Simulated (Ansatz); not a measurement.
## Zn₃SeS₂: rattling a relaxed structure

It was reached by relaxing an invented guess, and it needn't be the stable form of this composition.

The calculation used DFT PBE, scalar-relativistic, plane waves, PAW (Ansatz). Plane waves to 420 eV, a k mesh through Γ of 12×12×4 on the computed 6-atom cell and Gaussian smearing (0.02 eV); no spin polarisation.

The cell below (6 atoms, space group P3m1 (No. 156)) is relaxed within its symmetry.

```
Zn Se S
1.0
     3.91728    0.00000    0.00000
    -1.95864    3.39246    0.00000
     0.00000    0.00000    9.59962
Zn Se S
3 1 2
Direct
  0.00000 0.00000 0.00959
  0.66667 0.33333 0.33349
  0.33333 0.66667 0.65651
  0.00000 0.00000 0.75144
  0.66667 0.33333 0.08742
  0.33333 0.66667 0.41156
```

For the test a repeat of it with 12 atoms (edges 3.92, 6.78, 9.60 Å) was strained at random (σ = 1.5 % a component), the atoms were moved at random (σ = 0.05 Å), and all was relaxed again on a coarse 4×2×2 mesh (in the run’s order of axes) with 0.10 eV smearing, with no symmetry imposed.

Task: What happens?

Result: It returns, within 1 meV/atom of the unmoved cell on that mesh and with the same symmetry when read at 0.1 Å (Cm at 0.01 Å, so small strains and shifts remain). No instability shows in this cell; modes of other wave vectors, which need another repeat, aren't tested.
